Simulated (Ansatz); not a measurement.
**NaRePb$_{2}$O$_{6}$: reading a single point**

```
CELL_PARAMETERS angstrom
0.00000 3.99865 3.99865
3.99865 0.00000 3.99865
3.99865 3.99865 0.00000
ATOMIC_POSITIONS crystal
Na 0.50000 0.50000 0.50000
Pb 0.25000 0.25000 0.25000
Pb 0.75000 0.75000 0.75000
Re 0.00000 0.00000 0.00000
O 0.77600 0.22400 0.22400
O 0.22400 0.77600 0.22400
O 0.22400 0.77600 0.77600
O 0.77600 0.22400 0.77600
O 0.22400 0.22400 0.77600
O 0.77600 0.77600 0.22400
```

Level: r2SCAN, no spin polarisation; 500 eV; 6×6×6 Γ-centred mesh; fermi-dirac occupations (width 0.1 eV); Ansatz 0.2.0, fixed geometry.

(1) What is the band gap?

(2) Is the cell too large or too small?

(3) Which element gives electrons and which takes them?

(4) What is the formation energy?

(5) What do density and ELF say about some of the short contacts?

Origin: a known structure type with other elements, at an estimated volume, so it need not be a known compound. Caveats: no spin-orbit coupling, which can shift this gap by tenths of an eV; atoms or cell far from equilibrium.

## Answers

(1) The gap is 2.08 eV, indirect (the least direct gap found is 2.14 eV). A semilocal functional usually gives too small a gap.

(2) The pressure is 18.0 GPa (compression positive), so with the atoms held at these fractions the cell would first expand; the forces are large, so a full relaxation may end otherwise.

(3) Bader charges in e: Na +0.87, Re +3.27, Pb +1.50, O -1.19. In the mean Re gives up most and O takes most.

(4) -1.48 eV an atom against the elements' usual phases (free molecules for gases, crystals otherwise, with no correction for O₂ or N₂), so it is bound against them; other compounds may still compete. Relaxing would lower it.

(5) Re–O at 1.79 Å: least valence density 1.49 e/Å³ and ELF 0.32 there. Na–O at 2.21 Å: least valence density 0.19 e/Å³ and ELF 0.03 there, a closed-shell (ionic or weak) contact. Pb–O at 2.84 Å: least valence density 0.15 e/Å³ and ELF 0.09 there, a closed-shell (ionic or weak) contact. Both are smooth PAW fields, read partly inside the augmentation spheres.
